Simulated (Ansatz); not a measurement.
Starting cell, CdS (zinc blende):

```yaml
crystal:
  lattice:
    - [0.00000, 5.87780, 5.87780]
    - [2.93890, 2.93890, 5.87780]
    - [2.93890, 2.93890, 0.00000]
  atoms:
    - { symbol: S, position: [0.00000, 0.75000, 0.75000] }
    - { symbol: S, position: [0.50000, 0.75000, 0.75000] }
    - { symbol: Cd, position: [0.00000, 0.00000, 0.00000] }
    - { symbol: Cd, position: [0.50000, 0.00000, 0.00000] }
```

A phonon eigenvector at X = (0.5, 0.5, 0.0) is frozen into this cell: atom i moves by Q times the vector below, so Q is the largest atomic displacement, in Å. The cell is held. It is one choice among 2 degenerate patterns. (q is in reciprocal vectors of the primitive cell; the cell shown is doubled to hold the pattern.)

```tsv
atom	x	y	z
S1	0.000	-1.000	0.000
S2	0.000	1.000	0.000
Cd3	0.195	0.000	0.000
Cd4	-0.195	0.000	0.000
```

These are r2SCAN (plane waves to 500 eV, PAW, scalar-relativistic; Ansatz, a first-principles code) values and carry that method's errors. k mesh 10×10×10 (Γ-centred), Fermi-Dirac smearing 0.05 eV. E stands for the smeared free energy. CdS was relaxed with its symmetry unable to fall. ΔE is measured from the undisplaced structure.

```json
[
 {"Q (Å)": "-0.1000", "ΔE (meV/cell)": "97.3"},
 {"Q (Å)": "-0.0833", "ΔE (meV/cell)": "67.5"},
 {"Q (Å)": "-0.0667", "ΔE (meV/cell)": "withheld"},
 {"Q (Å)": "-0.0500", "ΔE (meV/cell)": "24.3"},
 {"Q (Å)": "-0.0333", "ΔE (meV/cell)": "10.8"},
 {"Q (Å)": "-0.0167", "ΔE (meV/cell)": "2.7"},
 {"Q (Å)": "0.0000", "ΔE (meV/cell)": "0.0"},
 {"Q (Å)": "0.0167", "ΔE (meV/cell)": "2.7"},
 {"Q (Å)": "0.0333", "ΔE (meV/cell)": "10.8"},
 {"Q (Å)": "0.0500", "ΔE (meV/cell)": "24.3"},
 {"Q (Å)": "0.0667", "ΔE (meV/cell)": "withheld"},
 {"Q (Å)": "0.0833", "ΔE (meV/cell)": "67.5"},
 {"Q (Å)": "0.1000", "ΔE (meV/cell)": "97.3"}
]
```

Task: Fit an even polynomial form (powers 2, 4) to the given rows and predict ΔE at Q = 0.0667.

Result: Least squares on the 11 given rows: ΔE = (9722)·Q² + (812.1)·Q⁴, in meV/cell with Q in Å; root-mean-square residual 0.01 meV/cell. At 0.0667 the fit gives 43.3 meV/cell; the calculation gives 43.2 meV/cell, so the interpolation is off by 0.1 (+0.2 %). The quadratic term alone would give 43.3 meV/cell.

(A displaced cell: forces are minus the slopes of the energy, force constants its curvatures, and phonons follow from these.)
